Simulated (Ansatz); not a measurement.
BAs (zinc blende)

```yaml
crystal:
  lattice:
    - [0.00000, 2.38394, 2.38394]
    - [2.38394, 0.00000, 2.38394]
    - [2.38394, 2.38394, 0.00000]
  atoms:
    - { symbol: As, position: [0.25000, 0.25000, 0.25000] }
    - { symbol: B, position: [0.00000, 0.00000, 0.00000] }
```

Equation-of-state scan: isotropic scaling of the cell above, V₀ being its volume. Symmetry pins the atoms to their sites.

These are PBEsol (plane waves to 420 eV, PAW, scalar-relativistic; Ansatz, a program for electronic structure) values and carry that method's errors. k mesh 13×13×13 (Γ-centred), Fermi-Dirac smearing 0.05 eV. The energy includes the smearing's −TS. Compression counts positive. BAs was relaxed with its symmetry unable to fall. ΔE is measured from the relaxed starting cell.

```
V (Å³/cell)  P (GPa)  ΔE (eV/atom)
-----------  -------  ------------
22.76           34.7        0.2033
23.63           25.3        0.1223
24.50           17.4        0.0648
25.36           10.6        0.0272
26.23              ?        0.0064
27.10            0.0        0.0000
27.96           -4.1        0.0058
28.83              ?        0.0219
29.70          -10.7             ?
30.57          -13.2        0.0791
31.43          -15.3        0.1177
```

Some entries are withheld; supply them.


- 26.23, P (GPa): 4.9
- 28.83, P (GPa): -7.7
- 29.70, ΔE (eV/atom): 0.0468

(Under strain, the slope of the energy per volume gives the stress and its curvature an elastic modulus.)
